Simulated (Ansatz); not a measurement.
# Relaxing a structure of P2W

The start is a relaxed P2W cell displaced along its unstable phonon at q = (½, ½, ½) of its primitive reciprocal cell (102i cm⁻¹), largest move 0.15 Å. A full variable-cell relaxation at zero pressure is run with PBE (plane waves to 420 eV, PAW, scalar-relativistic; Ansatz, a quantum-chemistry and plane-wave program). First-step values are on the input's coarse k-mesh.

Ansatz input (later rounds restart from its end on a renewed k-mesh):
Ansatz 0.2 input:
```yaml
crystal:
  lattice:
    - [-3.242978608, 3.242978608, 7.8784667874]
    - [0, 0, 7.8784667874]
    - [0, 3.242978608, 0]
  atoms:
    - { symbol: W, position: [0, 0, -0.0462537741] }
    - { symbol: W, position: [0.5, 0, 1.0462537741] }
    - { symbol: P, position: [1, 0.3321032653, -0.0278515551] }
    - { symbol: P, position: [0.5, 0.3321032653, 1.0278515551] }
    - { symbol: P, position: [0, 0.6678967347, -0.0278515551] }
    - { symbol: P, position: [0.5, 0.6678967347, 1.0278515551] }
basis: { ecutwfc: 420, ecutrho_ratio: 4, xc_grid: 2, fft_grid_basis: typed }
kpoints: { mp_grid: { grid: [14, 14, 14] } }
hamiltonian:
  xc: pbe
  dispersion: none
  pseudopotentials: { kind: paw }
scf: { occupations: { method: fermi_dirac, width: 0.05 } }
relax: { f_tol: 0.01, max_steps: 100, cell: { stress_tol: 0.02 } }
output: { forces: true, stress: true }
```

- Initial pressure = +3.6 GPa (positive: the cell is compressed)
- Largest initial force = 0.58 eV/Å, on P3, P4, P5, P6 (atoms numbered as listed)
- Energy released = 0.01 eV/atom
- Volume change = +1.1 %, from 13.81 to 13.97 Å³/atom
- Relative to the parent = It does not go back: it reaches Pmmn (No. 59), 0.01 eV/atom below the parent
- Band gap at the end = no gap (metallic)
- Optimiser moves = 11

Relaxed structure:

Space group Pmmn, origin choice 1 (No. 59); a = 3.2410 Å, b = 7.8785 Å, c = 3.2816 Å, α = 90.00°, β = 90.00°, γ = 90.00°

```tsv
atom	site	symmetry	x	y	z
W	2a	mm2	0.0000	0.0000	0.6948
P	4e	m..	0.5000	0.1681	0.2578
```

Final values are on a 14×6×14 k-mesh of the relaxed cell. No spin polarisation in the result.

The run could not lose the symmetry of its start, so the end can be a saddle point.

The relaxed structure here is a generated cell of P2W: the first start was made by placing the elements on the sites of a structure type, and the end was not matched to a known phase here, so it may be hypothetical.
